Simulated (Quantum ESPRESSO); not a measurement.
Si3O4NF, one run as intended and one with a planted mistake

A calculation, not a measurement. The program is pw.x of Quantum ESPRESSO 7.5 (plane-wave density functional theory). The cell is made up: 9 atoms on a quartz lattice, with randomly drawn elements, strain and displacements, not relaxed. PseudoDojo standard norm-conserving files (v0.5 for PBE, v0.4.1 for LDA and PBEsol) set the functional; there is no spin polarisation, spin-orbit coupling or dispersion term, and the masses in the input are unused placeholders.

Intended input:

```
&control calculation='scf', pseudo_dir='./dojo.nc.sr.pbe.v0_5.standard.upf', outdir='./o', disk_io='low', tprnfor=.true., tstress=.true. /
&system ibrav=0, nat=9, ntyp=4, nbnd=30, ecutwfc=84.00895049, nosym=.true., tot_charge=0,
 occupations='smearing', smearing='fd', degauss=0.0018374661
/
&electrons conv_thr=7.350e-09, electron_maxstep=60, /
ATOMIC_SPECIES
F 1.0 F.upf
N 1.0 N.upf
O 1.0 O.upf
Si 1.0 Si.upf
CELL_PARAMETERS angstrom
5.0397 0.0 0.0
-2.5198 4.3645 0.0
0.0 0.0 5.5316
ATOMIC_POSITIONS angstrom
Si 2.3315 -0.0185 3.6723
Si -1.1335 2.044 1.8335
Si 1.3311 2.3048 0.0153
O 1.3937 1.1637 4.3604
O 3.3133 0.6749 2.4832
N 2.8488 2.5631 0.6416
O 0.3193 1.7726 1.1597
O -1.126 3.2296 3.0625
F 0.7919 3.704 4.8541
K_POINTS automatic
5 5 4 1 1 1
```

The log is shortened where brackets say so; the opening notice, blank lines, dates and the lines on written files are dropped, and the path of the files is cut. It prints rydbergs, bohrs and kilobars, and counts compression as positive stress. Where no state is partly filled, the Fermi energy that it prints is only some level between the filled and the empty states on the mesh, and need not lie in the true gap.

Log of the intended run:

```
     Program PWSCF v.7.5
     Parallel version (MPI & OpenMP), running on       4 processor cores
     Number of MPI processes:                 4
     Threads/MPI process:                     1
     [start-up lines left out]
     bravais-lattice index     =            0
     lattice parameter (alat)  =       9.5237  a.u.
     unit-cell volume          =     821.0820 (a.u.)^3
     number of atoms/cell      =            9
     number of atomic types    =            4
     number of electrons       =        48.00
     number of Kohn-Sham states=           30
     kinetic-energy cutoff     =      84.0090  Ry
     charge density cutoff     =     336.0358  Ry
     scf convergence threshold =      7.3E-09
     mixing beta               =       0.7000
     number of iterations used =            8  plain     mixing
     Exchange-correlation= PBE
                           (   1   4   3   4   0   0   0)
     [axes and pseudopotential details left out]
   Cartesian axes
     site n.     atom                  positions (alat units)
         1        Si     tau(   1) = (   0.4626267  -0.0036709   0.7286743  )
         2        Si     tau(   2) = (  -0.2249142   0.4055797   0.3638113  )
         3        Si     tau(   3) = (   0.2641229   0.4573288   0.0030359  )
         4        O      tau(   4) = (   0.2765442   0.2309066   0.8652102  )
         5        O      tau(   5) = (   0.6574399   0.1339167   0.4927277  )
         6        N      tau(   6) = (   0.5652717   0.5085819   0.1273092  )
         7        O      tau(   7) = (   0.0633569   0.3517273   0.2301129  )
         8        O      tau(   8) = (  -0.2234260   0.6408318   0.6076751  )
         9        F      tau(   9) = (   0.1571324   0.7349644   0.9631724  )
     number of k points=    50  Fermi-Dirac smearing, width (Ry)=  0.0018
                       cart. coord. in units 2pi/alat
        k(    1) = (   0.1000000   0.1732043   0.1138843), wk =   0.0400000
        k(    2) = (   0.1000000   0.1732043   0.3416530), wk =   0.0400000
     [further k points left out]
     Dense  grid:    85411 G-vectors     FFT dimensions: (  60,  60,  64)
     Estimated max dynamical RAM per process >     173.92 MB
     Estimated total dynamical RAM >     633.12 MB
     Initial potential from superposition of free atoms
     starting charge      47.9981, renormalised to      48.0000
     Starting wfcs are   36 randomized atomic wfcs
     total cpu time spent up to now is        2.8 secs
     per-process dynamical memory:   132.0 Mb
     Self-consistent Calculation
     iteration #  1     ecut=    84.01 Ry     beta= 0.70
     Davidson diagonalization with overlap
     ethr =  1.00E-02,  avg # of iterations =  3.0
     total cpu time spent up to now is        7.4 secs
     total energy              =    -227.20307384 Ry
     estimated scf accuracy    <       2.65859592 Ry
     iteration #  2     ecut=    84.01 Ry     beta= 0.70
     Davidson diagonalization with overlap
     ethr =  5.54E-03,  avg # of iterations =  3.0
     total cpu time spent up to now is       11.6 secs
     total energy              =    -227.78764404 Ry
     estimated scf accuracy    <       2.56093128 Ry
     [iterations 3 to 10 left out]
     iteration # 11     ecut=    84.01 Ry     beta= 0.70
     Davidson diagonalization with overlap
     ethr =  2.12E-09,  avg # of iterations =  3.1
     total cpu time spent up to now is       48.8 secs
     total energy              =    -228.33543960 Ry
     estimated scf accuracy    <       0.00000002 Ry
     iteration # 12     ecut=    84.01 Ry     beta= 0.70
     Davidson diagonalization with overlap
     ethr =  5.02E-11,  avg # of iterations =  3.1
     total cpu time spent up to now is       52.9 secs
     End of self-consistent calculation
     [lines on levels left out]
     the Fermi energy is     5.3166 ev
!    total energy              =    -228.33543961 Ry
     estimated scf accuracy    <          1.4E-09 Ry
     smearing contrib. (-TS)   =      -0.00000000 Ry
     internal energy E=F+TS    =    -228.33543961 Ry
     The total energy is F=E-TS. E is the sum of the following terms:
     one-electron contribution =    -112.16534073 Ry
     hartree contribution      =      80.74241364 Ry
     xc contribution           =     -60.72485248 Ry
     ewald contribution        =    -136.18766004 Ry
     convergence has been achieved in  12 iterations
     Forces acting on atoms (cartesian axes, Ry/au):
     atom    1 type  4   force =    -0.05379936    0.15689561   -0.11606812
     atom    2 type  4   force =    -0.10240475    0.06331693   -0.06871573
     atom    3 type  4   force =     0.18358449   -0.13382442    0.12918456
     atom    4 type  3   force =     0.00555289   -0.02800623   -0.03150408
     atom    5 type  3   force =    -0.02713779   -0.08233642    0.11098946
     atom    6 type  2   force =    -0.02169676    0.01316873   -0.02101969
     atom    7 type  3   force =    -0.01187591    0.01256007    0.00822280
     atom    8 type  3   force =     0.03470703   -0.04656426   -0.00338814
     atom    9 type  1   force =    -0.00692982    0.04478998   -0.00770106
     Total force =     0.396350     Total SCF correction =     0.000073
     Computing stress (Cartesian axis) and pressure
          total   stress  (Ry/bohr**3)                   (kbar)     P=      -14.40
  -0.00018734  -0.00003492   0.00025625          -27.56       -5.14       37.70
  -0.00003492   0.00003635  -0.00018837           -5.14        5.35      -27.71
   0.00025625  -0.00018837  -0.00014272           37.70      -27.71      -20.99
     init_run     :      2.59s CPU      2.70s WALL (       1 calls)
     electrons    :     49.77s CPU     50.15s WALL (       1 calls)
     forces       :      0.79s CPU      0.80s WALL (       1 calls)
     stress       :      2.52s CPU      2.53s WALL (       1 calls)
     [timing details left out]
     PWSCF        :     55.77s CPU     56.30s WALL
     JOB DONE.
```

A second run has one planted mistake: the k-point mesh is too coarse. The input lines that differ, file-writing options aside:

```
- 5 5 4 1 1 1
+ 1 1 1 1 1 1
```

Its log:

```
     Program PWSCF v.7.5
     Parallel version (MPI & OpenMP), running on       4 processor cores
     Number of MPI processes:                 4
     Threads/MPI process:                     1
     [start-up lines left out]
     bravais-lattice index     =            0
     lattice parameter (alat)  =       9.5237  a.u.
     unit-cell volume          =     821.0820 (a.u.)^3
     number of atoms/cell      =            9
     number of atomic types    =            4
     number of electrons       =        48.00
     number of Kohn-Sham states=           30
     kinetic-energy cutoff     =      84.0090  Ry
     charge density cutoff     =     336.0358  Ry
     scf convergence threshold =      7.3E-09
     mixing beta               =       0.7000
     number of iterations used =            8  plain     mixing
     Exchange-correlation= PBE
                           (   1   4   3   4   0   0   0)
     [axes and pseudopotential details left out]
   Cartesian axes
     site n.     atom                  positions (alat units)
         1        Si     tau(   1) = (   0.4626267  -0.0036709   0.7286743  )
         2        Si     tau(   2) = (  -0.2249142   0.4055797   0.3638113  )
         3        Si     tau(   3) = (   0.2641229   0.4573288   0.0030359  )
         4        O      tau(   4) = (   0.2765442   0.2309066   0.8652102  )
         5        O      tau(   5) = (   0.6574399   0.1339167   0.4927277  )
         6        N      tau(   6) = (   0.5652717   0.5085819   0.1273092  )
         7        O      tau(   7) = (   0.0633569   0.3517273   0.2301129  )
         8        O      tau(   8) = (  -0.2234260   0.6408318   0.6076751  )
         9        F      tau(   9) = (   0.1571324   0.7349644   0.9631724  )
     number of k points=     1  Fermi-Dirac smearing, width (Ry)=  0.0018
                       cart. coord. in units 2pi/alat
        k(    1) = (  -0.5000000  -0.8660213  -0.4555373), wk =   2.0000000
     Dense  grid:    85411 G-vectors     FFT dimensions: (  60,  60,  64)
     Estimated max dynamical RAM per process >     110.39 MB
     Estimated total dynamical RAM >     378.99 MB
     Initial potential from superposition of free atoms
     starting charge      47.9981, renormalised to      48.0000
     Starting wfcs are   36 randomized atomic wfcs
     total cpu time spent up to now is        1.3 secs
     per-process dynamical memory:    66.3 Mb
     Self-consistent Calculation
     iteration #  1     ecut=    84.01 Ry     beta= 0.70
     Davidson diagonalization with overlap
     ethr =  1.00E-02,  avg # of iterations =  3.0
     total cpu time spent up to now is        1.7 secs
     total energy              =    -227.22036127 Ry
     estimated scf accuracy    <       2.64661170 Ry
     iteration #  2     ecut=    84.01 Ry     beta= 0.70
     Davidson diagonalization with overlap
     ethr =  5.51E-03,  avg # of iterations =  3.0
     total cpu time spent up to now is        2.1 secs
     total energy              =    -227.89675452 Ry
     estimated scf accuracy    <       2.25240995 Ry
     [iterations 3 to 10 left out]
     iteration # 11     ecut=    84.01 Ry     beta= 0.70
     Davidson diagonalization with overlap
     ethr =  2.15E-10,  avg # of iterations =  3.0
     total cpu time spent up to now is        5.6 secs
     total energy              =    -228.34268086 Ry
     estimated scf accuracy    <       0.00000001 Ry
     iteration # 12     ecut=    84.01 Ry     beta= 0.70
     Davidson diagonalization with overlap
     ethr =  2.89E-11,  avg # of iterations =  2.0
     total cpu time spent up to now is        5.9 secs
     End of self-consistent calculation
     [lines on levels left out]
     the Fermi energy is     7.4717 ev
!    total energy              =    -228.34268086 Ry
     estimated scf accuracy    <          1.6E-09 Ry
     smearing contrib. (-TS)   =       0.00000000 Ry
     internal energy E=F+TS    =    -228.34268086 Ry
     The total energy is F=E-TS. E is the sum of the following terms:
     one-electron contribution =    -112.20512160 Ry
     hartree contribution      =      80.78462443 Ry
     xc contribution           =     -60.73452365 Ry
     ewald contribution        =    -136.18766004 Ry
     convergence has been achieved in  12 iterations
     Forces acting on atoms (cartesian axes, Ry/au):
     atom    1 type  4   force =    -0.04875642    0.14874356   -0.11509411
     atom    2 type  4   force =    -0.11623261    0.04986230   -0.08063084
     atom    3 type  4   force =     0.17724671   -0.13843822    0.14149073
     atom    4 type  3   force =     0.02254190   -0.02259064   -0.01742915
     atom    5 type  3   force =    -0.01202518   -0.09110279    0.09844272
     atom    6 type  2   force =    -0.01093603   -0.01086748   -0.01037915
     atom    7 type  3   force =     0.00577395    0.04743877   -0.01582441
     atom    8 type  3   force =     0.01420581   -0.02875806    0.02077124
     atom    9 type  1   force =    -0.03181813    0.04571256   -0.02134702
     Total force =     0.397747     Total SCF correction =     0.000037
     Computing stress (Cartesian axis) and pressure
          total   stress  (Ry/bohr**3)                   (kbar)     P=      -11.89
  -0.00016730  -0.00003586   0.00020035          -24.61       -5.28       29.47
  -0.00003586  -0.00002647  -0.00011424           -5.28       -3.89      -16.81
   0.00020035  -0.00011424  -0.00004876           29.47      -16.81       -7.17
     init_run     :      1.23s CPU      1.26s WALL (       1 calls)
     electrons    :      4.58s CPU      4.64s WALL (       1 calls)
     forces       :      0.15s CPU      0.16s WALL (       1 calls)
     stress       :      0.30s CPU      0.30s WALL (       1 calls)
     [timing details left out]
     PWSCF        :      6.32s CPU      6.44s WALL
     JOB DONE.
```

|  | intended run | run with the mistake |
| --- | --- | --- |
| free energy (eV) | -3106.662 | -3106.760 |
| smearing term -TS (eV) | 0.0000 | 0.0000 |
| pressure (GPa) | -1.44 | -1.19 |
| largest force component (eV/Å) | 4.720 | 4.557 |
| largest change of a force component (eV/Å) |  | 0.897 |
| iterations | 12 | 12 |

For scale, a rerun of the intended cell at a cutoff of 1437 eV and k mesh 7 x 7 x 6 moved values by no more than 0.002 eV in energy, 0.02 GPa in stress and 0.002 eV/Å in force.